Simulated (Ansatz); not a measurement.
NaF (rock salt), relaxed with r²SCAN (Ansatz, a quantum-chemistry and plane-wave program, plane waves, PAW): a = b = c = 4.5951 Å, α = β = γ = 90.00°.

| Item | Result |
|---|---|
| gap (eV) | 7.28 |
| B₀ by P(V) fit (GPa) | 54.5 |

### Question
The same phase is relaxed and computed with HSE06 in the same code. What are the cell and these values now?

### Answer
a = b = c = 4.638 Å, α = β = γ = 90.00°.

- gap (eV): 8.47
- B₀ by P(V) fit (GPa): 49.2

All cells were relaxed under the symmetry of their starts (and spin orders); stability against distortions was not tested throughout.

Potentials: the earlier of the program's two PAW sets. The files were generated under PBE; for other functionals the program regenerates the frozen cores, and for LDA and PBEsol the local potential too.

Ansatz is a plane-wave DFT program.
